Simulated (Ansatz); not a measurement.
SnSe, DFT, LDA, all-electron LAPW, scalar-relativistic (Ansatz 0.2.0), run on 1 thread of Intel(R) Xeon(R) Platinum 8488C (Sapphire Rapids) on a shared host.

The geometry is COD entry 9008725, unchecked; take it as a test cell. The listed cell was then made from it by scaling, straining or moving an atom.

Command: `ansatz run input.yaml --threads 1 --pin off --max-ram 3072MiB --backend cpu --events-out ev --progress --plain --runs-dir out`

```yaml
crystal:
  lattice:
    - [0.0, 2.9693193375, 2.9693193375]
    - [2.9693193375, 0.0, 2.9693193375]
    - [2.9693193375, 2.9693193375, 0.0]
  atoms:
    - { symbol: Sn, position: [0.0, 0.0, 0.0] }
    - { symbol: Se, position: [0.5, 0.5, 0.5] }
kpoints:
  mp_grid: { grid: [9, 9, 9] }
  band_path:
    path:
      - [0.0, 0.0, 0.0]
      - [0.5, 0.0, 0.5]
      - [0.625, 0.25, 0.625]
      - [0.375, 0.375, 0.75]
      - [0.0, 0.0, 0.0]
      - [0.5, 0.5, 0.5]
      - [0.5, 0.25, 0.75]
      - [0.5, 0.0, 0.5]
    npoints: 5
scf:
  occupations: { method: fermi_dirac, width: 0.02 }
hamiltonian:
  xc: lda
  pseudopotentials: { kind: all_electron, lapw: { basis_error: 0.00025 } }
output:
  forces: true
  stress: true
  eigenvalues: true
```

(1) How large is the problem that the program sets up?

(2) About how long does it take, and how much memory does it use?

Results:

(1) 35 irreducible k-points, 411 plane waves at Γ, 28 bands.

(2) 10 s of wall time for 7 SCF iterations, with a peak of 0.38 GiB. Times on shared machines scatter by tens of per cent.
